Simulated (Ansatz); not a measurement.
YOF:
```cif
data_F6O6Y6
_chemical_formula_sum 'Y6 O6 F6'
_space_group_name_H-M_alt 'R-3m :H'
_space_group_IT_number 166
_space_group_name_Hall '-R 3 2"'
_cell_length_a 3.77417
_cell_length_b 3.77417
_cell_length_c 18.81844
_cell_angle_alpha 90.000
_cell_angle_beta 90.000
_cell_angle_gamma 120.000
loop_
_atom_site_label
_atom_site_type_symbol
_atom_site_symmetry_multiplicity
_atom_site_Wyckoff_symbol
_atom_site_fract_x
_atom_site_fract_y
_atom_site_fract_z
_atom_site_occupancy
Y1 Y 6 c 0.00000 0.00000 0.25873 1
O1 O 6 c 0.00000 0.00000 0.37847 1
F1 F 6 c 0.00000 0.00000 0.13015 1
```
(The calculation used a cell of 6 atoms; values per cell refer to that cell.)

Relaxed with PBEsol. 

Problem. HSE06 on this cell (Ansatz, a program for electronic structure, PAW) gives a gap of 6.68 eV. What does PBEsol give?

Solution. 4.95 eV.

Cost on shared cores: the PBEsol run (SCF on a 9×9×9 mesh, then bands and DOS) very roughly 60 core-seconds, the HSE06 run (SCF on 5×5×5, then a few points) very roughly 5 core-minutes; the tasks are unlike.

The workflow started from a Materials Project entry (that database holds measured and hypothetical structures alike); the Crystallography Open Database files this formula in space group No. 166, but the cells were not matched. Its standing as an ambient phase is unchecked. The cell was relaxed with PBEsol under the symmetry of its start; its stability against distortions is not shown here. The run is not spin-polarised. Scalar-relativistic: spin–orbit coupling is off unless named, which matters more the heavier the elements.

Potentials: the later of the program's two PAW sets.

Ansatz is a plane-wave DFT program.
